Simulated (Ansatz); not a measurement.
# Cold compression of Li$_{2}$Pd

```
CELL_PARAMETERS angstrom
4.24723 0.00000 0.00000
-2.12362 3.67821 0.00000
0.00000 0.00000 2.69173
ATOMIC_POSITIONS crystal
Li 0.33333 0.66667 0.50000
Li 0.66667 0.33333 0.50000
Pd 0.00000 0.00000 0.00000
```

The base volume is that of a database entry, with shape and atoms relaxed on PAW files at held volume, so it needn't be at zero pressure; the structure needn't be the stable phase, at rest or compressed.

Its volume is scaled, and at each volume shape and atoms are relaxed on PAW files; all methods then take that cell.

Computed with Ansatz 0.2.0; functional PBEsol, scalar-relativistic. Settings: a Γ-centred 10×10×13 k mesh, Fermi–Dirac smearing of 0.05 eV, no spin polarisation. Methods: LAPW: all electrons, basis error target 1 meV/atom; PAW: frozen-core files, cutoff 420 eV.

Energies are extrapolated to zero smearing and count from the unscaled cell; pressure is positive in compression; gaps take the mesh and a band path. No temperature or zero-point motion is included.

The PAW files were made under PBE. The structure type is held throughout; the real material can change phase at far lower pressure.

```csv
V/V0,V (Å³/atom),P LAPW (GPa),ΔE LAPW (eV/atom),P PAW − LAPW (GPa),ΔE PAW − LAPW (meV/atom),space group,shortest distance (Å)
1.00,14.02,-1.73,0.000,0.03,0.0,P6/mmm,2.452
0.75,10.51,22.3,0.166,0.03,0.6,P6/mmm,2.173
0.55,7.71,92.4,1.043,0.03,1.3,P6/mmm,?
```

**Question.** Fill in "shortest distance (Å)" for the row "0.55".

**Answer.** 1.897.

**Question.** How do the Löwdin populations by LAPW change from the unscaled cell to the last row?

**Answer.** Pd 4d 9.68 → 9.72 electrons an atom. These are projections on the shells that the free atoms fill; 0.59 e a cell lies outside them at the start and 0.53 e at the end.
